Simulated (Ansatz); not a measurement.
Cd (simple cubic, space group No. 221) at seven volumes, the program Ansatz at the PBE level (PAW), scaled uniformly. One row is withheld.

```csv
V (Å³/atom),P (GPa)
24.512,3.71
25.320,2.21
26.128,0.99
26.936,0.00
27.744,-0.82
28.552,?
29.360,-2.06
```

Q: Fit the shown pressures and predict the withheld one.

A: P = (3/2)B₀(x^(7/2) − x^(5/2))[1 + (3/4)(B′ − 4)(x − 1)] with x = (V₀/V)^(2/3). Least squares on the six rows gives V₀ = 26.931 Å³/atom, B₀ = 30.3 GPa, B′ = 5.58. At V = 28.552, x = 0.9618 and P = -1.50 GPa. The run itself gave -1.50 GPa.

Space group Pm-3m (simple cubic). The cell is a constructed one: a structure type filled with these elements; neither database checked (COD, Materials Project) lists it. It is not the phase usual at ambient conditions (space group No. 194). The PBE relaxation kept the symmetry of its start. At this level the phase is mechanically unstable.

Potentials: the later of the program's two PAW sets.
